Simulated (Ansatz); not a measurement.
B4C:
Space group R-3m, hexagonal axes (No. 166); a = 5.6167 Å, b = 5.6167 Å, c = 12.0599 Å, α = 90.00°, β = 90.00°, γ = 120.00°

```csv
atom,site,symmetry,x,y,z
B,18h,.m,0.1677,0.3354,0.0261
B,18h,.m,0.2158,0.1079,0.1138
C,6c,3m,0.0000,0.0000,0.3896
C,3b,-3m,0.0000,0.0000,0.5000
```
(The calculation used a cell of 15 atoms; values per cell refer to that cell.)

Relaxed with PBEsol.

Q: Give the optical modes at the zone centre with their infrared activity from DFPT, PBEsol (plane waves, PAW; program Ansatz).

A: Transverse frequencies, without the LO–TO term; a row sums one degenerate level.

```csv
ω (cm⁻¹),degeneracy,IR ((D/Å)²/amu),activity
421,1,2.61,IR
471,1,0.00,IR-inactive
479,2,0.00,IR-inactive
479,2,1.89,IR
511,2,0.00,IR-inactive
536,2,0.01,IR
581,1,0.00,IR-inactive
614,2,1.27,IR
697,1,0.00,IR-inactive
697,2,5.94,IR
720,1,0.51,IR
747,2,0.00,IR-inactive
748,1,0.00,IR-inactive
782,2,2.15,IR
800,2,0.00,IR-inactive
810,2,7.26,IR
810,1,0.00,IR-inactive
811,2,0.00,IR-inactive
861,1,24.02,IR
863,1,0.00,IR-inactive
889,1,0.13,IR
987,1,0.00,IR-inactive
991,2,0.00,IR-inactive
1006,2,27.28,IR
1071,2,0.00,IR-inactive
1086,1,0.00,IR-inactive
1145,1,0.00,IR-inactive
1720,1,87.30,IR
```

Q: How high does the top mode go among those that the LO–TO term moves?

A: 1023 cm⁻¹ for q along x, 1023 cm⁻¹ for q along y, 1772 cm⁻¹ for q along z.

The workflow started from a Materials Project entry (that database holds measured and hypothetical structures alike); the Crystallography Open Database copy checked does not list it. Its standing as an ambient phase is unchecked. The PBEsol relaxation kept the symmetry of its start; phonons on a q-mesh show no instability.

Potentials: the earlier of the program's two PAW sets.
